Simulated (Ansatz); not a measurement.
**Al2GaAs3 (P3m1) at 3 levels of theory**

One geometry, relaxed with PBE; plane waves with PAW potentials in Ansatz, scalar-relativistic. No spin polarisation. Gaps are the least over mesh and band path; pressure is positive in compression, and isn't given for hybrids.

```
CELL_PARAMETERS angstrom
4.05395 0.00000 0.00000
-2.02698 3.51083 0.00000
0.00000 0.00000 9.93483
ATOMIC_POSITIONS crystal
Al 0.00000 0.00000 0.00036
Al 0.66667 0.33333 0.33339
Ga 0.33333 0.66667 0.66625
As 0.00000 0.00000 0.75082
As 0.33333 0.66667 0.41582
As 0.66667 0.33333 0.08336
```

| level | cutoff (eV) | k mesh | gap (eV) | pressure (GPa) |
| --- | --- | --- | --- | --- |
| PBE | 420 | 12×12×4 | 0.95 | 0.0 |

What comes out on the same cell with HSE06, LDA?

| level | cutoff (eV) | k mesh | gap (eV) | pressure (GPa) |
| --- | --- | --- | --- | --- |
| HSE06 | 420 | 6×6×2 | 1.78 | - |
| LDA | 420 | 12×12×4 | 0.75 | -3.9 |

The cell was found from a structure generator's guess, not taken from experiment.
